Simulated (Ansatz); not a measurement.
CoSi$_{2}$:
Space group Fm-3m (No. 225); a = b = c = 5.2742 Å, α = β = γ = 90.00°

```csv
atom,site,symmetry,x,y,z
Co,4a,m-3m,0.0000,0.0000,0.0000
Si,8c,-43m,0.2500,0.2500,0.2500
```
(The calculation used a cell of 3 atoms; values per cell refer to that cell.)

This is the LDA-relaxed structure.

Question: All from DFT-LDA in the program Ansatz with PAW potentials, unless another level is named. Estimate the Young's modulus.

Answer: 208 GPa.

Question: Predict the highest zone-centre frequency.

Answer: 348 cm⁻¹.

The LDA relaxation kept the symmetry of its start. No spin polarisation was allowed. As this level gives no gap, phonon frequencies hold no LO–TO term and depend on the k-mesh and smearing (Fermi–Dirac, 0.1 eV here).

Potentials: the earlier of the program's two PAW sets. The files were generated under PBE; for other functionals the program regenerates the frozen cores, and for LDA and PBEsol the local potential too.
